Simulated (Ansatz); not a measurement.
Given:

Starting cell, ZnCu (CsCl type):

```xyz
4
Lattice="5.9276 0.0000 0.0000 0.0000 2.9638 0.0000 0.0000 0.0000 2.9638" Properties=species:S:1:pos:R:3 pbc="T T T"
Zn     0.0000     0.0000     0.0000
Zn     2.9638     0.0000     0.0000
Cu     1.4819     1.4819     1.4819
Cu     4.4457     1.4819     1.4819
```

A phonon eigenvector at X = (0.5, 0.0, 0.0) is frozen into this cell: atom i moves by Q times the vector below, so Q is the largest atomic displacement, in Å. The cell is held. (q is in reciprocal vectors of the primitive cell; the cell shown is doubled to hold the pattern.)

| atom | x | y | z |
|---|---|---|---|
| Cu3 | -1.000 | 0.000 | 0.000 |
| Cu4 | 1.000 | 0.000 | 0.000 |

Atoms not listed stay in place.

All values below come from PBE (plane waves to 420 eV, PAW, scalar-relativistic; Ansatz, a quantum-chemistry and plane-wave program). k mesh 8×16×16 (Γ-centred), Fermi-Dirac smearing 0.05 eV. E stands for the smeared free energy. With partly filled bands, energies and forces of such displacements shift with the k mesh and the smearing. ZnCu is run without spin polarisation. ZnCu was relaxed with its symmetry unable to fall. The zero of ΔE is the undisplaced structure.

The scan covers Q from -0.100 to 0.100 Å in 13 points.

Q: Which space group does the distorted structure have?

A: P4/mmm (No. 123), lowered from Pm-3m.

Q: What is the energy change at Q = 0.100 Å?

A: 52.8 meV/cell.

Q: What harmonic wavenumber does the curvature at Q = 0 give?

A: 149 cm⁻¹.

(For displaced atoms, the force is minus the slope of the energy, and its curvature is a force constant, which sets phonon frequencies.)
